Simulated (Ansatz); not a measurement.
Relaxation of a generated cell, YMnO3 placed in the AFLOW prototype ABC3_hR10_167_a_b_e (as in LiNbO3); 10 atoms in the cell, which starts as R-3c, hexagonal axes (No. 167), hR10; a = b = 5.3062 Å, c = 13.9044 Å, α = β = 90.00°, γ = 120.00°. All values below come from r2SCAN (plane waves to 500 eV, PAW, scalar-relativistic; Ansatz, a program for electronic structure). Γ-centred k-mesh 5×5×5 on the run's cell (coarser than for final values), Fermi–Dirac smearing 0.05 eV. This is the first round of the run. Spin-polarised start, with parallel moments on Mn.

The optimiser's lines from the output (shortened; P is positive under compression):

```
relax step   1: F+E_penalty+E_count = -18952.07066672 eV  Δ(F+E_penalty+E_count) = +0.000e0 eV  max|allowed force component| = 1.566e0 eV/Å  Δτ_max = 0.0000 Å  P = +5.661 GPa  Ω = 113.014 Å³  (15 SCF iters, dr2 threshold 1.00e-7 eV, accepted)
relax step   2: F+E_penalty+E_count = -18952.88493285 eV  Δ(F+E_penalty+E_count) = -8.143e-1 eV  max|allowed force component| = 5.229e-1 eV/Å  Δτ_max = 0.0351 Å  P = -0.708 GPa  Ω = 113.174 Å³  (11 SCF iters, dr2 threshold 1.00e-6 eV, accepted)
relax step   3: F+E_penalty+E_count = -18952.99007601 eV  Δ(F+E_penalty+E_count) = -1.051e-1 eV  max|allowed force component| = 1.587e-1 eV/Å  Δτ_max = 0.0246 Å  P = +0.697 GPa  Ω = 111.114 Å³  (12 SCF iters, dr2 threshold 1.00e-6 eV, accepted)
relax step   4: F+E_penalty+E_count = -18952.99820957 eV  Δ(F+E_penalty+E_count) = -8.134e-3 eV  max|allowed force component| = 1.805e-2 eV/Å  Δτ_max = 0.0139 Å  P = -0.061 GPa  Ω = 111.446 Å³  (10 SCF iters, dr2 threshold 1.00e-6 eV, accepted)
relax step   5: F+E_penalty+E_count = -18952.99837917 eV  Δ(F+E_penalty+E_count) = -1.696e-4 eV  max|allowed force component| = 3.201e-4 eV/Å  Δτ_max = 0.0019 Å  P = +0.024 GPa  Ω = 111.375 Å³  (10 SCF iters, dr2 threshold 2.04e-8 eV, accepted)
relax step   6: F+E_penalty+E_count = -18952.99837032 eV  Δ(F+E_penalty+E_count) = +8.847e-6 eV  max|allowed force component| = 4.939e-6 eV/Å  Δτ_max = 0.0000 Å  P = +0.001 GPa  Ω = 111.388 Å³  (8 SCF iters, dr2 threshold 1.82e-9 eV, accepted)
relax step   7: F+E_penalty+E_count = -18952.99769603 eV  Δ(F+E_penalty+E_count) = +6.743e-4 eV  max|allowed force component| = 6.225e-5 eV/Å  Δτ_max = 0.0000 Å  P = +0.001 GPa  Ω = 111.388 Å³  stress off target by 1.13e-2 GPa  SCF on the basis re-selected at this cell (its energy is not comparable with the rows above)  (11 SCF iters)
```

From the first to the last row the energy changes by -0.09 eV/atom and the volume by -1.4 %. The last row is marked as not comparable with the walk above it, whose basis was carried along; it does compare with step 1, since both stand on a basis selected at the nominal cutoff for their own cell.

Later rounds, restarted from the end of this one on a renewed k-mesh, logged 3 more steps and released under 0.01 eV/atom more. The final structure after all rounds: R-3c, hexagonal axes (No. 167), hR10; a = 5.467 Å, b = 5.467 Å, c = 12.909 Å, α = 90.00°, β = 90.00°, γ = 120.00°. Between re-selections the logged energies stand on a plane-wave basis carried along with the cell. Spin state reached: ferromagnetic (net 0.80 μB/atom), from parallel starting moments; other spin orders were not run from this start. r2SCAN tends to overstate moments in metals. The d or f electrons are treated with no Hubbard U. A magnetic insulating state can be missed without it.

The run could not lose the symmetry of its start, so the end can be a saddle point.

The relaxed structure here is a generated cell of YMnO3: the first start was made by placing the elements on the sites of a structure type, and the end was not matched to a known phase here, so it may be hypothetical.
